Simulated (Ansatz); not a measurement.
NbRu:
```yaml
crystal:
  lattice:
    - [4.56252, 0.00000, 0.00000]
    - [0.00000, 3.03409, 0.00000]
    - [-1.52352, 0.00000, 6.69961]
  atoms:
    - { symbol: Nb, position: [0.69124, 0.00000, 0.32330] }
    - { symbol: Nb, position: [0.30876, 0.00000, 0.67670] }
    - { symbol: Nb, position: [0.00000, 0.00000, 0.00000] }
    - { symbol: Ru, position: [0.50000, 0.50000, 0.00000] }
    - { symbol: Ru, position: [0.20646, 0.50000, 0.34789] }
    - { symbol: Ru, position: [0.79354, 0.50000, 0.65211] }
```

Relaxed with PBEsol. Special points in fractions of this cell's reciprocal vectors: Γ (0.000, 0.000, 0.000); Z (0.000, 0.500, 0.000); D (0.000, 0.500, 0.500); B (0.000, 0.000, 0.500); A (-0.500, 0.000, 0.500); E (-0.500, 0.500, 0.500); C2 (-0.500, 0.500, 0.000); Y2 (-0.500, 0.000, 0.000).

List the band energies nearest the Fermi level at these points for PBEsol in the plane-wave PAW code Ansatz.

In eV from the Fermi level; about four levels below and three above (degenerate sets whole), none deeper than 8.9 eV; points with the same levels are listed once.

| k | below | above |
|---|---|---|
| Γ | -1.45 -1.31 -1.12 -0.17 | 0.14 0.31 0.50 |
| Z | -1.35 -1.22 -1.04 -0.83 | 0.17 0.59 0.85 |
| D | -1.73 -1.33 -0.39 -0.36 | 0.08 0.55 0.67 |
| B | -1.19 -1.01 -0.83 -0.18 | 0.19 0.47 0.74 |
| A | -0.57 -0.45 -0.36 -0.34 | 0.03 0.67 0.87 |
| E | -1.34 -0.72 -0.49 -0.28 | 0.55 0.71 0.75 |
| C2 | -1.67 -1.02 -0.63 -0.31 | 0.22 0.59 0.65 |
| Y2 | -1.03 -0.90 -0.60 -0.28 | 0.07 0.31 1.03 |

Space group P2/m. The start of the workflow was typed in or built on a structure type; neither database checked (COD, Materials Project) lists it. COD files the formula under space group No. 123, 221. Whether it is the stable phase at ambient conditions was not checked. The PBEsol relaxation kept the symmetry of its start; its stability against distortions is not shown here. No spin polarisation was allowed. Scalar-relativistic: spin–orbit coupling is off unless named, which matters more the heavier the elements.

Potentials: the later of the program's two PAW sets.
